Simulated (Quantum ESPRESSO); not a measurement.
Space group P-3m1 (No. 164); a = b = 4.469 Å, c = 6.518 Å, α = β = 90.00°, γ = 120.00°

```tsv
atom	site	symmetry	x	y	z
H	6i	.m.	0.3218	0.1609	0.1435
H	2d	3m.	0.3333	0.6667	0.4143
Mg	2d	3m.	0.3333	0.6667	0.1229
Fe	1a	-3m.	0.0000	0.0000	0.0000
Sr	1b	-3m.	0.0000	0.0000	0.5000
```

The geometry is that of Materials Project entry mp-643004, symmetrised and not relaxed again.

**Question.** What does LDA (pw.x of Quantum ESPRESSO, ONCV potentials, without SOC) give for the electronic structure near the Fermi level?

**Answer.** The LDA gap is indirect, 1.48 eV, from L to M; the smallest direct gap is 1.62 eV. 

The structure is a Materials Project entry; no match was found in the copy of COD used, and its stability was not checked.

The runs are not spin-polarised; magnetic order was not tried.
